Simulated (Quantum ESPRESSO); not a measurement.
## Zr2Ti2AlIr3 (input and log of a self-consistent run)

Simulated, not a measurement. The program is pw.x of Quantum ESPRESSO 7.5 (plane-wave density functional theory). The cell is made up: eight metal atoms on a face-centred cubic lattice, with elements, volume, strain and displacements drawn at random and not relaxed, so it may be unstable or far from any real phase. PseudoDojo standard norm-conserving files set the functional (PBE unless stated); there is no spin polarisation or spin-orbit coupling, the Fermi-Dirac width of 0.25 eV means electrons at about 2900 K, and the masses in the input are unused placeholders. Heavy elements are run without spin-orbit coupling, which real alloys of them have. A spin test at this wide smearing found no moment, but such smearing suppresses magnetism that the real alloy may have.

Input:

```
&control calculation='scf', pseudo_dir='./dojo.nc.sr.pbe.v0_5.standard.upf', outdir='./o', disk_io='minimal', tprnfor=.true., tstress=.true. /
&system ibrav=0, nat=8, ntyp=4, nbnd=68, ecutwfc=84.00895049, nosym=.true., tot_charge=0,
 occupations='smearing', smearing='fd', degauss=0.0183746611
/
&electrons conv_thr=1.470e-08, electron_maxstep=70, mixing_beta=0.5 /
ATOMIC_SPECIES
Al 1.0 Al.upf
Ir 1.0 Ir.upf
Ti 1.0 Ti.upf
Zr 1.0 Zr.upf
CELL_PARAMETERS angstrom
-4.0934 -0.015 -0.0668
0.0518 -3.94 4.0505
0.056 5.9816 2.0968
ATOMIC_POSITIONS angstrom
Zr -0.0995 -0.0071 0.1188
Ti -0.0398 2.0163 2.0975
Al 0.1773 -1.8737 2.06
Ti 0.1819 0.0757 4.1219
Zr -1.9859 4.0151 2.0875
Ir -1.9298 0.0655 2.0324
Ir -2.0361 2.1181 4.1314
Ir -1.8804 -1.9516 4.0436
K_POINTS automatic
6 5 4 1 1 1
```

The log is shortened where brackets say so; the opening notice, blank lines, dates and the lines on written files are dropped, and the path of the files is cut. It prints rydbergs, bohrs and kilobars, and counts compression as positive stress. Its total energy is the free energy E - TS of the whole cell.

```
     Program PWSCF v.7.5
     Parallel version (MPI & OpenMP), running on       4 processor cores
     Number of MPI processes:                 4
     Threads/MPI process:                     1
     [start-up lines left out]
     bravais-lattice index     =            0
     lattice parameter (alat)  =       7.7365  a.u.
     unit-cell volume          =     897.2369 (a.u.)^3
     number of atoms/cell      =            8
     number of atomic types    =            4
     number of electrons       =       102.00
     number of Kohn-Sham states=           68
     kinetic-energy cutoff     =      84.0090  Ry
     charge density cutoff     =     336.0358  Ry
     scf convergence threshold =      1.5E-08
     mixing beta               =       0.5000
     number of iterations used =            8  plain     mixing
     Exchange-correlation= PBE
                           (   1   4   3   4   0   0   0)
     [axes and pseudopotential details left out]
   Cartesian axes
     site n.     atom                  positions (alat units)
         1        Zr     tau(   1) = (  -0.0243040  -0.0017343   0.0290183  )
         2        Ti     tau(   2) = (  -0.0097216   0.4925045   0.5123386  )
         3        Al     tau(   3) = (   0.0433076  -0.4576728   0.5031788  )
         4        Ti     tau(   4) = (   0.0444312   0.0184906   1.0068216  )
         5        Zr     tau(   5) = (  -0.4850790   0.9807345   0.5098960  )
         6        Ir     tau(   6) = (  -0.4713759   0.0159991   0.4964371  )
         7        Ir     tau(   7) = (  -0.4973409   0.5173704   1.0091421  )
         8        Ir     tau(   8) = (  -0.4593094  -0.4767008   0.9876959  )
     number of k points=    60  Fermi-Dirac smearing, width (Ry)=  0.0184
                       cart. coord. in units 2pi/alat
        k(    1) = (  -0.0857487   0.0376900   0.1388316), wk =   0.0333333
        k(    2) = (  -0.0882424   0.1652976   0.2629899), wk =   0.0333333
     [further k points left out]
     Dense  grid:    93317 G-vectors     FFT dimensions: (  45,  64,  72)
     Estimated max dynamical RAM per process >     351.98 MB
     Estimated total dynamical RAM >       1.31 GB
     Initial potential from superposition of free atoms
     starting charge     101.9892, renormalised to     102.0000
     Starting wfcs are   74 randomized atomic wfcs
     total cpu time spent up to now is        7.6 secs
     per-process dynamical memory:   281.7 Mb
     Self-consistent Calculation
     iteration #  1     ecut=    84.01 Ry     beta= 0.50
     Davidson diagonalization with overlap
     ethr =  1.00E-02,  avg # of iterations =  2.5
     Threshold (ethr) on eigenvalues was too large:
     Diagonalizing with lowered threshold
     Davidson diagonalization with overlap
     ethr =  3.78E-04,  avg # of iterations =  6.0
     total cpu time spent up to now is       43.4 secs
     total energy              =   -1135.64412707 Ry
     estimated scf accuracy    <       0.44080391 Ry
     iteration #  2     ecut=    84.01 Ry     beta= 0.50
     Davidson diagonalization with overlap
     ethr =  4.32E-04,  avg # of iterations =  4.7
     total cpu time spent up to now is       63.2 secs
     total energy              =   -1135.29659816 Ry
     estimated scf accuracy    <       5.27817377 Ry
     iteration #  3     ecut=    84.01 Ry     beta= 0.50
     Davidson diagonalization with overlap
     ethr =  4.32E-04,  avg # of iterations =  3.4
     total cpu time spent up to now is       80.5 secs
     total energy              =   -1135.76186161 Ry
     estimated scf accuracy    <       0.56309566 Ry
     iteration #  4     ecut=    84.01 Ry     beta= 0.50
     Davidson diagonalization with overlap
     ethr =  4.32E-04,  avg # of iterations =  2.0
     total cpu time spent up to now is       94.6 secs
     total energy              =   -1135.80678186 Ry
     estimated scf accuracy    <       0.12703995 Ry
     iteration #  5     ecut=    84.01 Ry     beta= 0.50
     Davidson diagonalization with overlap
     ethr =  1.25E-04,  avg # of iterations =  2.0
     total cpu time spent up to now is      108.5 secs
     total energy              =   -1135.81562034 Ry
     estimated scf accuracy    <       0.06685467 Ry
     [iterations 6 to 13 left out]
     iteration # 14     ecut=    84.01 Ry     beta= 0.50
     Davidson diagonalization with overlap
     ethr =  3.17E-10,  avg # of iterations =  5.2
     total cpu time spent up to now is      249.1 secs
     total energy              =   -1135.82387726 Ry
     estimated scf accuracy    <       0.00000014 Ry
     iteration # 15     ecut=    84.01 Ry     beta= 0.50
     Davidson diagonalization with overlap
     ethr =  1.33E-10,  avg # of iterations =  2.0
     total cpu time spent up to now is      263.2 secs
     total energy              =   -1135.82387728 Ry
     estimated scf accuracy    <       0.00000003 Ry
     iteration # 16     ecut=    84.01 Ry     beta= 0.50
     Davidson diagonalization with overlap
     ethr =  2.96E-11,  avg # of iterations =  2.0
     total cpu time spent up to now is      277.1 secs
     total energy              =   -1135.82387728 Ry
     estimated scf accuracy    <       0.00000003 Ry
     iteration # 17     ecut=    84.01 Ry     beta= 0.50
     Davidson diagonalization with overlap
     ethr =  2.66E-11,  avg # of iterations =  1.8
     total cpu time spent up to now is      290.9 secs
     total energy              =   -1135.82387728 Ry
     estimated scf accuracy    <       0.00000003 Ry
     iteration # 18     ecut=    84.01 Ry     beta= 0.50
     Davidson diagonalization with overlap
     ethr =  2.66E-11,  avg # of iterations =  1.0
     total cpu time spent up to now is      303.5 secs
     End of self-consistent calculation
     [lines on levels left out]
!    total energy              =   -1135.82387729 Ry
     estimated scf accuracy    <          3.4E-10 Ry
     smearing contrib. (-TS)   =      -0.11160535 Ry
     internal energy E=F+TS    =   -1135.71227194 Ry
     The total energy is F=E-TS. E is the sum of the following terms:
     one-electron contribution =    -318.53761490 Ry
     hartree contribution      =     209.52279589 Ry
     xc contribution           =    -208.61548366 Ry
     ewald contribution        =    -818.08196927 Ry
     convergence has been achieved in  18 iterations
     Forces acting on atoms (cartesian axes, Ry/au):
     atom    1 type  4   force =     0.05180328    0.09563428   -0.04072814
     atom    2 type  3   force =     0.02301965   -0.01103538    0.02662428
     atom    3 type  1   force =    -0.02779451   -0.02713437    0.06496891
     atom    4 type  3   force =    -0.00900875   -0.01967568   -0.07494885
     atom    5 type  4   force =    -0.00471639   -0.04634253    0.00299264
     atom    6 type  2   force =    -0.02232408   -0.00458687    0.05327180
     atom    7 type  2   force =     0.00408643   -0.02341809   -0.01966794
     atom    8 type  2   force =    -0.01506562    0.03655864   -0.01251270
     Total force =     0.186741     Total SCF correction =     0.000044
     Computing stress (Cartesian axis) and pressure
          total   stress  (Ry/bohr**3)                   (kbar)     P=       28.47
  -0.00016019  -0.00005208  -0.00014786          -23.57       -7.66      -21.75
  -0.00005208   0.00038141  -0.00007219           -7.66       56.11      -10.62
  -0.00014786  -0.00007219   0.00035931          -21.75      -10.62       52.86
     init_run     :      6.81s CPU      7.09s WALL (       1 calls)
     electrons    :    294.77s CPU    295.93s WALL (       1 calls)
     forces       :      2.68s CPU      2.71s WALL (       1 calls)
     stress       :      9.58s CPU      9.77s WALL (       1 calls)
     [timing details left out]
     PWSCF        :   5m14.33s CPU   5m16.07s WALL
     JOB DONE.
```

In other units: free energy -15453.671 eV for the cell, pressure 2.85 GPa, largest force component 2.459 eV/Å in size. The run took 318 s of wall time with four MPI processes on a shared machine (Intel Xeon, 2023 or later, virtual cores), so the time is rough. A rerun of this cell at a higher cutoff and on a denser mesh moved values by no more than 0.002 eV in energy, 0.06 GPa in stress and 0.013 eV/Å in force, and a second program with other atomic files agreed on that cell to 2 % rms in force and 0.5 GPa in pressure.